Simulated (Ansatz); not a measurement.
WS2:
```
CELL_PARAMETERS angstrom
      5.88356     0.00000     0.00000
      0.00000     5.88356     0.00000
      0.00000     0.00000     3.22334
ATOMIC_POSITIONS crystal
  W  0.00000 0.00000 0.00000
  W  0.50000 0.50000 0.50000
  S  0.28650 0.28650 0.00000
  S  0.78650 0.21350 0.50000
  S  0.21350 0.78650 0.50000
  S  0.71350 0.71350 0.00000
```

This is the PBE-relaxed structure.

Question: All from plane-wave PAW PBE (Ansatz code), unless another level is named. Predict the electronic character.

Answer: metallic (no gap).

Question: Next, the density of states at the Fermi level?

Answer: 0.65 states/eV per atom (mean over ±0.08 eV).

Question: And the formation energy from the elements (no fitted shifts)?

Answer: -0.39 eV/atom.

Space group P4_2/mnm. A made-up cell: these elements were put on the sites of a structure type; neither database checked (COD, Materials Project) lists it. It is not the phase usual at ambient conditions (space group No. 194). The PBE relaxation kept the symmetry of its start; whether a distortion lowers the energy is not shown. The run is not spin-polarised. The references are the lowest solids computed at this level, not always the standard phases. Spin–orbit coupling is left out wherever it is not named.

Potentials: the later of the program's two PAW sets.
